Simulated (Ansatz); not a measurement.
Here is an unrelaxed guess for Sn₃Se₂S.

```cif
data_structure
_symmetry_space_group_name_H-M 'P-3m1'
_symmetry_Int_Tables_number 164
_cell_length_a 4.2629
_cell_length_b 4.2629
_cell_length_c 10.4420
_cell_angle_alpha 90.000
_cell_angle_beta 90.000
_cell_angle_gamma 120.000
_cell_volume 164.34
loop_
_atom_site_label
_atom_site_type_symbol
_atom_site_symmetry_multiplicity
_atom_site_Wyckoff_symbol
_atom_site_fract_x
_atom_site_fract_y
_atom_site_fract_z
_atom_site_occupancy
Sn1 Sn 2 d 0.66667 0.33333 0.83333 1
Sn2 Sn 1 b 0.00000 0.00000 0.50000 1
Se1 Se 2 d 0.33333 0.66667 0.66667 1
S1 S 1 a 0.00000 0.00000 0.00000 1
```

Method: DFT PBE, scalar-relativistic, plane waves, PAW (Ansatz). Cutoff 420 eV; k points 6×6×2 on the computed 6-atom cell (Γ-centred); Gaussian smearing, width 0.10 eV; no spin polarisation.

Formation energies are uncorrected and refer to the elements' standard structures at the same level. The references include grey tin.

Question: What does a single point on this coarse mesh give?

Answer: The pressure is -1.1 GPa (the mean over three directions, positive in compression), the largest force is 0.47 eV/Å, and the energy is −0.42 eV/atom against the elements. The shortest distance is 3.01 Å.

Question: Is it a good guess?

Answer: A good one: relaxing gains under 0.03 eV/atom in 8 ionic steps and ends at −0.423 eV/atom on the finer mesh. The symmetry stays P-3m1 (No. 164). The volume per atom shrinks by 1.8 %, from 27.4 to 26.9 Å³. The shortest distance goes from 3.01 Å (Sn–S and Sn–Se) to 2.94 Å (Sn–S). Conventional cell: a = 4.238 Å, c = 10.372 Å. Sn on a site of symmetry 3m is surrounded by 3 S at 2.94 Å and 3 Se at 3.02 Å; Se has 6 Sn at 3.02 Å; S has 6 Sn at 2.94 Å; 1 more site not described.

The last run used a 12×12×4 mesh (in the run's order of axes) for its 6-atom cell and Gaussian smearing of 0.02 eV. The reference forms of S and Se are held partly by dispersion forces, which this level lacks. The relaxation can't lower the symmetry of the start, and the grade says only how near the guess is to its own end. Symmetry constrained the relaxation, so the result can be a saddle point.
